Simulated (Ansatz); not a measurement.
In₁₅O₂₄Sn:
```
In15O24Sn
1.0
    7.27940     4.20276     2.98486
   -7.27940     4.20276     2.98486
    0.00000    -8.40553     2.98486
In O Sn
15 24 1
Cartesian
  0.00000   4.20276   2.98486
 -3.63970  -2.10138   2.98486
  3.63970  -2.10138   2.98486
  1.56951  -5.38260   3.18329
  1.81004   1.33152   3.18955
  5.44622  -1.33207   5.77128
  0.24812  -2.23330   3.18955
 -3.87671  -4.05054   5.77128
  2.05815  -0.90177   5.76502
 -5.44622   1.33207   3.18329
 -0.24812   2.23330   5.76502
 -1.81004  -1.33152   5.76502
  3.87671   4.05054   3.18329
 -1.56951   5.38260   5.77128
 -2.05815   0.90177   3.18955
  0.04392   1.85432   7.91251
 -0.27719   2.07887   3.51719
 -1.58393   0.96520   1.04206
  3.92000   1.88877   3.75911
  5.32063  -0.78502   3.61754
 -0.32428  -4.33920   3.75911
  1.62785   0.88912   1.04206
  3.59572  -2.45044   5.19546
 -5.32063   0.78502   5.33704
  0.32428   4.33920   5.19546
  1.58393  -0.96520   7.91251
 -3.92000  -1.88877   5.19546
  0.27719  -2.07887   5.43739
 -1.62785  -0.88912   7.91251
  3.34016   4.21529   5.33704
 -1.93895   0.79938   5.43739
  1.98046  -5.00031   5.33704
 -0.04392  -1.85432   1.04206
 -3.34016  -4.21529   3.61754
  1.93895  -0.79938   3.51719
 -1.98046   5.00031   3.61754
 -1.66176  -1.27949   3.51719
 -3.59572   2.45044   3.75911
  1.66176   1.27949   5.43739
  0.00000   0.00000   0.00000
```

Relaxed with DFT-PBE in the program Ansatz with PAW potentials. Indices refer to the conventional cell of R-3, a = b = 14.559 Å, c = 8.955 Å, α = β = 90.00°, γ = 120.00°.

Simulate the powder diffraction pattern (Cu Kα1, λ = 1.54056 Å; lines above 1 %) up to 2θ = 90°.

Simulated powder pattern, Cu Kα1, λ = 1.54056 Å (kinematic, ideal powder, no thermal factors, no anomalous dispersion; the 30 strongest lines at most, above 1 %, up to 2θ = 90°):

```json
[
 {"2θ (°)": "21.04", "d (Å)": "4.219", "I/Imax (%)": "3.9", "hkl": "(0 1 -1 2)"},
 {"2θ (°)": "21.10", "d (Å)": "4.207", "I/Imax (%)": "7.7", "hkl": "(2 1 -3 1)+(3 -1 -2 1)"},
 {"2θ (°)": "21.12", "d (Å)": "4.203", "I/Imax (%)": "3.3", "hkl": "(3 0 -3 0)"},
 {"2θ (°)": "29.91", "d (Å)": "2.985", "I/Imax (%)": "34", "hkl": "(0003)"},
 {"2θ (°)": "30.03", "d (Å)": "2.973", "I/Imax (%)": "100", "hkl": "(4 0 -4 1)"},
 {"2θ (°)": "34.78", "d (Å)": "2.577", "I/Imax (%)": "41", "hkl": "(0 4 -4 2)"},
 {"2θ (°)": "36.97", "d (Å)": "2.430", "I/Imax (%)": "3.8", "hkl": "(5 -3 -2 2)+(2 3 -5 2)"},
 {"2θ (°)": "41.08", "d (Å)": "2.195", "I/Imax (%)": "3.2", "hkl": "(5 1 -6 1)+(6 -1 -5 1)"},
 {"2θ (°)": "44.69", "d (Å)": "2.026", "I/Imax (%)": "2.9", "hkl": "(3 -1 -2 4)+(2 1 -3 4)"},
 {"2θ (°)": "44.76", "d (Å)": "2.023", "I/Imax (%)": "3.1", "hkl": "(5 -1 -4 3)+(4 1 -5 3)"},
 {"2θ (°)": "44.85", "d (Å)": "2.019", "I/Imax (%)": "2.9", "hkl": "(4 3 -7 1)+(7 -3 -4 1)"},
 {"2θ (°)": "44.86", "d (Å)": "2.019", "I/Imax (%)": "3.2", "hkl": "(2 5 -7 0)+(5 2 -7 0)"},
 {"2θ (°)": "49.93", "d (Å)": "1.825", "I/Imax (%)": "26", "hkl": "(4 0 -4 4)"},
 {"2θ (°)": "50.08", "d (Å)": "1.820", "I/Imax (%)": "25", "hkl": "(4 4 -8 0)"},
 {"2θ (°)": "54.85", "d (Å)": "1.672", "I/Imax (%)": "3.0", "hkl": "(7 -5 -2 3)+(2 5 -7 3)"},
 {"2θ (°)": "54.90", "d (Å)": "1.671", "I/Imax (%)": "1.9", "hkl": "(0 7 -7 2)+(8 -3 -5 2)"},
 {"2θ (°)": "59.30", "d (Å)": "1.557", "I/Imax (%)": "9.5", "hkl": "(0 4 -4 5)"},
 {"2θ (°)": "59.44", "d (Å)": "1.554", "I/Imax (%)": "19", "hkl": "(4 4 -8 3)+(8 -4 -4 3)"},
 {"2θ (°)": "59.51", "d (Å)": "1.552", "I/Imax (%)": "9.4", "hkl": "(0 8 -8 1)"},
 {"2θ (°)": "60.78", "d (Å)": "1.523", "I/Imax (%)": "2.1", "hkl": "(5 -3 -2 5)+(2 3 -5 5)"},
 {"2θ (°)": "60.86", "d (Å)": "1.521", "I/Imax (%)": "1.8", "hkl": "(7 -3 -4 4)+(4 3 -7 4)"},
 {"2θ (°)": "60.96", "d (Å)": "1.519", "I/Imax (%)": "1.9", "hkl": "(4 5 -9 2)+(9 -5 -4 2)"},
 {"2θ (°)": "60.98", "d (Å)": "1.518", "I/Imax (%)": "2.2", "hkl": "(9 -7 -2 1)+(2 7 -9 1)"},
 {"2θ (°)": "62.42", "d (Å)": "1.487", "I/Imax (%)": "5.5", "hkl": "(8 0 -8 2)"},
 {"2θ (°)": "73.41", "d (Å)": "1.289", "I/Imax (%)": "5.4", "hkl": "(0 8 -8 4)"},
 {"2θ (°)": "81.06", "d (Å)": "1.185", "I/Imax (%)": "2.5", "hkl": "(4 0 -4 7)"},
 {"2θ (°)": "81.24", "d (Å)": "1.183", "I/Imax (%)": "2.5", "hkl": "(8 0 -8 5)"},
 {"2θ (°)": "81.42", "d (Å)": "1.181", "I/Imax (%)": "5.1", "hkl": "(12 -4 -8 1)+(8 4 -12 1)"},
 {"2θ (°)": "83.75", "d (Å)": "1.154", "I/Imax (%)": "3.6", "hkl": "(4 4 -8 6)+(8 -4 -4 6)"},
 {"2θ (°)": "83.99", "d (Å)": "1.151", "I/Imax (%)": "3.8", "hkl": "(4 8 -12 2)+(12 -8 -4 2)"}
]
```

The start of the workflow was typed in or built on a structure type; the Crystallography Open Database copy checked does not list it. Its standing as an ambient phase is unchecked. The PBE relaxation kept the symmetry of its start; whether a distortion lowers the energy is not shown. Scalar-relativistic: spin–orbit coupling is off unless named, which matters more the heavier the elements.

Potentials: the later of the program's two PAW sets.
